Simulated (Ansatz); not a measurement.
BiTe:
```xyz
2
Lattice="0.0000 3.1970 3.1970 3.1970 0.0000 3.1970 3.1970 3.1970 0.0000" Properties=species:S:1:pos:R:3 pbc="T T T"
Bi     0.0000     0.0000     0.0000
Te     3.1970     3.1970     3.1970
```

Relaxed with PBEsol. Special points in fractions of this cell's reciprocal vectors: Γ (0.000, 0.000, 0.000); X (0.500, 0.000, 0.500); U (0.625, 0.250, 0.625); K (0.375, 0.375, 0.750); L (0.500, 0.500, 0.500); W (0.500, 0.250, 0.750).

Q: List the band energies nearest the Fermi level at these points for plane-wave PAW PBEsol (Ansatz code).

A: In eV from the Fermi level; about four levels below and three above (degenerate sets whole), none deeper than 8.9 eV; points with the same levels are listed once.

```
k                    below                above
-  -----------------------  -------------------
Γ  -8.00 -2.61 -2.61 -2.61       2.24 2.24 2.24
X        -5.90 -4.16 -4.16       2.07 3.78 3.78
U        -5.51 -3.64 -3.56       2.09 2.09 3.74
L  -1.58 -0.86 -0.66 -0.66  7.33 7.88 8.34 8.34
W  -5.18 -5.18 -1.58 -0.25  4.06 4.06 5.18 5.18
```

Space group Fm-3m (rock salt). The first step of the workflow began from a Materials Project structure, measured or hypothetical; the Crystallography Open Database files this formula in space group No. 225, but the cells were not matched. Its standing as an ambient phase is unchecked. The PBEsol relaxation kept the symmetry of its start; of distortions, only those at the zone centre were tested. With an odd number of electrons in the cell and no spin polarisation, the count alone makes it a metal. Spin–orbit coupling is left out wherever it is not named.

Potentials: the earlier of the program's two PAW sets.
